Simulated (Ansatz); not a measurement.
Sn:
```cif
data_Sn2
_chemical_formula_sum 'Sn2'
_space_group_name_H-M_alt 'Im-3m'
_space_group_IT_number 229
_space_group_name_Hall '-I 4 2 3'
_cell_length_a 3.73326
_cell_length_b 3.73326
_cell_length_c 3.73326
_cell_angle_alpha 90.000
_cell_angle_beta 90.000
_cell_angle_gamma 90.000
loop_
_atom_site_label
_atom_site_type_symbol
_atom_site_symmetry_multiplicity
_atom_site_Wyckoff_symbol
_atom_site_fract_x
_atom_site_fract_y
_atom_site_fract_z
_atom_site_occupancy
Sn1 Sn 2 a 0.00000 0.00000 0.00000 1
```
(The calculation used a cell of 1 atom; values per cell refer to that cell.)

Relaxed with PBEsol.

Which orbitals make up the states near the Fermi level in plane-wave PAW PBEsol (Ansatz code)?

Within 0.5 eV of the Fermi level: Sn 5p 83 %, Sn 5s 14 %. Projections are on Löwdin-orthogonalised atomic valence shells; empty p or d shells of many metals are not among them.

Tabulate the density of states.

States/eV per cell of 1 atom, in 0.25 eV bins, energy from the Fermi level.

```csv
E (eV),total,Sn 5p,Sn 5s
-7.85,0.33,0.13,0.19
-7.60,0.34,0.14,0.20
-7.35,0.36,0.14,0.22
-7.10,0.39,0.14,0.25
-6.85,0.42,0.14,0.28
-6.60,0.49,0.13,0.36
-6.35,0.56,0.13,0.42
-6.10,0.50,0.11,0.39
-5.85,0.47,0.10,0.37
-5.60,0.42,0.07,0.34
-5.35,0.31,0.05,0.25
-5.10,0.16,0.04,0.12
-4.85,0.11,0.03,0.08
-4.60,0.11,0.04,0.06
-4.35,0.19,0.14,0.05
-4.10,0.25,0.20,0.05
-3.85,0.30,0.24,0.05
-3.60,0.35,0.29,0.06
-3.35,0.40,0.33,0.07
-3.10,0.48,0.40,0.08
-2.85,0.61,0.50,0.10
-2.60,0.55,0.44,0.10
-2.35,0.49,0.38,0.10
-2.10,0.46,0.35,0.10
-1.85,0.46,0.36,0.10
-1.60,0.48,0.37,0.10
-1.35,0.50,0.39,0.10
-1.10,0.51,0.41,0.09
-0.85,0.53,0.43,0.09
-0.60,0.56,0.46,0.09
-0.35,0.58,0.48,0.08
-0.10,0.57,0.48,0.08
0.15,0.57,0.48,0.08
0.40,0.57,0.48,0.07
0.65,0.56,0.47,0.07
0.90,0.57,0.48,0.07
1.15,0.57,0.48,0.07
1.40,0.56,0.48,0.06
1.65,0.57,0.48,0.06
1.90,0.57,0.48,0.06
2.15,0.57,0.49,0.06
2.40,0.58,0.49,0.05
2.65,0.59,0.50,0.05
2.90,0.59,0.50,0.05
3.15,0.61,0.52,0.05
3.40,0.61,0.52,0.04
3.65,0.62,0.53,0.04
3.90,0.60,0.50,0.04
4.15,0.63,0.49,0.04
4.40,0.66,0.51,0.03
4.65,0.71,0.53,0.03
4.90,0.80,0.61,0.03
```

The workflow started from a Materials Project entry (that database holds measured and hypothetical structures alike); the Crystallography Open Database copy checked does not list it. It is not the phase usual at ambient conditions (space group No. 141). The cell was relaxed with PBEsol under the symmetry of its start. At this level the phase is mechanically unstable. Spin–orbit coupling is left out wherever it is not named.

Potentials: the earlier of the program's two PAW sets. The files were generated under PBE; for other functionals the program regenerates the frozen cores, and for LDA and PBEsol the local potential too.
